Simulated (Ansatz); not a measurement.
Put Li4SiN in F-43m (No. 216): Li on 16e; Si on 4c; N on 4a.

Method: Ansatz 0.2.0, DFT PBE, scalar-relativistic, plane waves, PAW. Cutoff 420 eV, Γ-centred mesh, Gaussian smearing, no spin polarisation.

Energies over the elements count from the elements' standard structures at the same level (N₂ as a molecule), with no fitted energy shifts.

Question: Give the relaxed lattice parameters and positions.

Answer:

Space group F-43m (No. 216). a = 7.940 Å, b = 7.940 Å, c = 7.940 Å, α = 90.00°, β = 90.00°, γ = 90.00°
| atom | site | symmetry | x | y | z |
| --- | --- | --- | --- | --- | --- |
| Li | 16e | .3m | 0.1273 | 0.1273 | 0.8727 |
| Si | 4c | -43m | 0.2500 | 0.2500 | 0.2500 |
| N | 4a | -43m | 0.0000 | 0.0000 | 0.0000 |

Li has 1 N at 1.75 Å, 6 Li at 2.75–2.86 Å and 3 Si at 3.30 Å; Si has 12 Li at 3.30 Å and 4 N at 3.44 Å; around N lie 4 Li at 1.75 Å and 4 Si at 3.44 Å. Another local minimum with the same sites may exist.

Question: Where does its energy lie, and is it a metal?

Answer: The formation energy is +0.52 eV/atom and the gap on the 8×8×8 mesh of the 6-atom cell is 0 eV (a metal). The separate elements lie lower, so it is unstable against them.

The last run used Gaussian smearing of 0.10 eV. Symmetry constrained the relaxation, so the result can be a saddle point. Another cell of Li4SiN relaxed alike, in P4/mmm, lies 0.67 eV/atom lower, so this cell isn't the stable form at this level.
